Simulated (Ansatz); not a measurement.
**What a trial cell of Sn2Pb relaxes into**

All numbers below come from Ansatz, DFT PBE, scalar-relativistic, plane waves, PAW. Cutoff 420 eV, Gaussian smearing, Γ-centred meshes. Cell and atoms relax first on a coarse mesh, the cell is then made exact in the group found at 0.06 to 0.08 Å, and last on a converged mesh; the steps can't lower the symmetry of their start. No spin polarisation.

The cell of Sn2Pb is invented: random cell by space group and Wyckoff sites (R-3m, No. 166). The dimensions are guesses.

```
Sn Pb
1.0
     3.23382    1.86705    5.40914
    -3.23382    1.86705    5.40914
     0.00000   -3.73409    5.40914
Sn Pb
4 2
Cartesian
  0.0000 -1.8670 2.7046
  1.6169 0.9335 2.7046
  -1.6169 0.9335 2.7046
  0.0000 0.0000 0.0000
  0.0000 0.0000 4.3756
  0.0000 0.0000 11.8518
```

Energies over the elements count from the elements' standard structures at the same level, with no fitted energy shifts. The references include grey tin.

Question: Where does the relaxation end?

Answer: The symmetry goes from R-3m (No. 166) to Fd-3m (No. 227). The end has the cubic Laves (C15) type. The volume per atom shrinks by 7.2 %, from 32.7 to 30.3 Å³. The shortest distance goes from 2.51 Å (Sn–Pb) to 3.18 Å (Sn–Sn). The end is written in a standard setting, so origin, axes and order of atoms can differ from the start's. Conventional cell: a = 8.993 Å. Around Sn lie 6 Sn at 3.18 Å and 6 Pb at 3.73 Å; Pb is surrounded by 12 Sn at 3.73 Å and 4 Pb at 3.89 Å.

```cif
data_structure
_symmetry_space_group_name_H-M 'P 1'
_symmetry_Int_Tables_number 1
_cell_length_a 6.3588
_cell_length_b 6.3588
_cell_length_c 6.3588
_cell_angle_alpha 60.000
_cell_angle_beta 60.000
_cell_angle_gamma 60.000
_cell_volume 181.81
loop_
_atom_site_label
_atom_site_type_symbol
_atom_site_fract_x
_atom_site_fract_y
_atom_site_fract_z
_atom_site_occupancy
Sn1 Sn 0.62500 0.62500 0.12500 1
Sn2 Sn 0.62500 0.62500 0.62500 1
Sn3 Sn 0.62500 0.12500 0.62500 1
Sn4 Sn 0.12500 0.62500 0.62500 1
Pb1 Pb 0.25000 0.25000 0.25000 1
Pb2 Pb 0.00000 0.00000 0.00000 1
```

Question: How does it come out in energy, and is it a metal?

Answer: The energy over the elements is +0.11 eV/atom. The gap on the 6×6×6 mesh of the 6-atom cell is 0 eV (a metal).

The separate elements lie lower, so it is unstable against them.

The last run used Gaussian smearing of 0.10 eV. These runs have no spin–orbit coupling, which can matter for Pb. A structure relaxed within its symmetry needn't be a true minimum. Another cell of the same search, in P6/mmm, lies 75 meV/atom lower, so this cell isn't the stable form at this level.
